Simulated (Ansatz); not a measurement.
Input and command of a calculation in Ansatz (plane waves; scalar-relativistic PAW potentials unless the input names others):

```yaml
crystal:
  lattice:
    - [0.0, 2.7525584772, 2.7525584772]
    - [2.7525584772, 0.0, 2.7525584772]
    - [2.7525584772, 2.7525584772, 0.0]
  atoms:
    - { symbol: Ga, position: [0.0, 0.0, 0.0] }
    - { symbol: P, position: [0.75, 0.75, 0.75] }
basis:
  ecutwfc: 420
  xc_grid: 4
kpoints:
  mp_grid: { grid: [8, 8, 8], shift: [0.5, 0.5, 0.5] }
hamiltonian:
  xc: pbe
scf:
  occupations: { method: gaussian, width: 0.02 }
output:
  forces: true
  eigenvalues: true
  stress: true
```

```bash
ansatz run input.yaml --threads 4 --pin off --max-ram 8192MiB --backend cpu --events-out ev --progress --plain --runs-dir out
```

Abridged log:
```
Warning: crystal.symmetry: narrowed to the stabiliser of the k-point mesh — unitary ops 24 → 6; excluded 18 operations that carry a point of the 8×8×8 mesh (shift [0.5, 0.5, 0.5]) off the mesh (the run samples exactly the mesh kpoints.mp_grid names, as under crystal.symmetry.detect: false, and its converged state has the mesh's symmetry, not the crystal's; ε∞, the Born charges and the force constants of a linear response (`dielectric:` by the response, `phonons.method: dfpt`) are averaged over those of the crystal's operations that the state keeps within a tolerance, where `mesh_tensors`, `una ...
Basis set: ecut = 420 eV, 869 PW (Γ), exchange–correlation on 108×108×108 points (64 copies of the dense FFT grid, shifted against one another)
Bands: 13, of which v1, the nominal top of the filled ones, is band 9 counted from 1 (8 counted from 0)
Symmetry: 6 space group operations
k-points: 60 of 512 (time reversal used)
SCF iter   1: F=—  HF=-4539.560831 eV  |F-HF|=—  |Δ(HF+E_count)|=         —  Δρ=1.62e-3  dr2=1.58e-3  ethr=1.77e-3  ⟨swp⟩=6.5  Hψ=5292  notcnv=0
SCF iter   2: F=—  HF=-4539.559991 eV  |F-HF|=—  |Δ(HF+E_count)|=   8.40e-4  Δρ=1.20e-3  dr2=4.40e-4  ethr=8.77e-6  ⟨swp⟩=2.5  Hψ=2085  notcnv=0
SCF iter   3: F=—  HF=-4539.559825 eV  |F-HF|=—  |Δ(HF+E_count)|=   1.65e-4  Δρ=3.59e-4  dr2=5.15e-5  ethr=2.45e-6  ⟨swp⟩=2.0  Hψ=1526  notcnv=0
SCF iter   4: F=—  HF=-4539.559873 eV  |F-HF|=—  |Δ(HF+E_count)|=   4.78e-5  Δρ=1.04e-4  dr2=3.81e-6  ethr=2.86e-7  ⟨swp⟩=2.1  Hψ=1067  notcnv=0
SCF iter   5: F=—  HF=-4539.559878 eV  |F-HF|=—  |Δ(HF+E_count)|=   4.56e-6  Δρ=2.74e-5  dr2=3.16e-7  ethr=2.12e-8  ⟨swp⟩=2.0  Hψ=1318  notcnv=0
SCF iter   6: F=-4539.559878 eV  HF=-4539.559878 eV  |F-HF|=1.02e-8  |Δ(HF+E_count)|=   3.68e-7  Δρ=1.05e-5  dr2=2.63e-8  ethr=5.56e-10  ⟨swp⟩=7.0  Hψ=4148  notcnv=0
SCF 1 converged in 6 iterations: F = -4539.559878 eV  dr2 = 2.63e-8
SCF converged after 6 iterations
Free energy (F): -4539.559878 eV
Harris-Foulkes:  -4539.559878 eV  (|F-HF|=1.02e-8)
Internal energy: -4539.559878 eV  (E = F + TS)
E sigma→0 (E₀):  -4539.559878 eV
Fermi energy:    7.489676 eV
--- Forces (eV/Å), atoms counted from 1 ---
  atom   1  Ga     0.00054719     0.00054719     0.00054719
  atom   2  P     -0.00054680    -0.00054680    -0.00054680
--- Stress (GPa, compression-positive) ---
        0.047768      -0.012657      -0.012657
       -0.012657       0.047768      -0.012657
       -0.012657      -0.012657       0.047768
  P = ⅓ Tr σ = 0.0478 GPa (0.478 kbar)
```

Apart from outputs, empty bands and the relaxation, which only the reference makes, the input differs from a reference run on usual settings in basis.xc_grid: not typed → 4; kpoints.mp_grid.shift: not typed → [0.5, 0.5, 0.5]. The reference, at the same geometry, ended its own course with pressure 0.04 GPa, largest force 0.000 eV/Å, gap on the mesh 1.58 eV. This run converged in 6 SCF iterations with an energy at zero smearing 1.24 meV/atom below the reference's, pressure 0.05 GPa, largest force 0.001 eV/Å, gap on the mesh 1.68 eV.

It took 1.7 s on 4 threads of Intel(R) Xeon(R) Processor @ 2.70GHz, on a shared host, peak memory 0.41 GiB.